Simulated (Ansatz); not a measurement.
Below is a relaxed structure of MgCdTe3. The cell was found from a structure generator's guess, not taken from experiment.

The calculation used DFT PBE, scalar-relativistic, plane waves, PAW (Ansatz). Cutoff 420 eV, Γ-centred mesh, Gaussian smearing, no spin polarisation.

```
Mg Cd Te
1.0
     3.32728    1.92101    4.67885
    -3.32728    1.92101    4.67885
     0.00000   -3.84201    4.67885
Mg Cd Te
1 1 3
Direct
  0.00000 0.00000 0.00000
  0.50000 0.50000 0.50000
  0.50000 0.50000 0.00000
  0.00000 0.50000 0.50000
  0.50000 0.00000 0.50000
```

Formation energies are uncorrected and refer to the elements' standard structures at the same level.

Question: Find its symmetry and describe it.

Answer: R-3m (No. 166). Conventional cell: a = 6.655 Å, c = 14.037 Å. Mg is surrounded by 6 Te at 3.33 Å; Cd has 6 Te at 3.03 Å; Te has 2 Cd at 3.03 Å, 2 Mg at 3.33 Å and 4 Te at 3.33 Å.

Question: How far does it lie from the elements in energy?

Answer: +0.04 eV/atom. The separate elements lie lower, so it is unstable against them.

Question: Is it a metal?

Answer: Yes, bands cross the Fermi level on the 6×6×6 mesh.

The last run used a 6×6×6 mesh for its 5-atom cell and Gaussian smearing of 0.10 eV. For metals, differences of a few meV/atom aren't resolved. Spin–orbit coupling, which can matter for Te, is left out. The reference form of Te is held partly by dispersion forces, which this level lacks. Symmetry constrained the relaxation, so the result can be a saddle point. Another cell of MgCdTe3 relaxed alike, in R32, lies 0.31 eV/atom lower, so this cell isn't the stable form at this level.
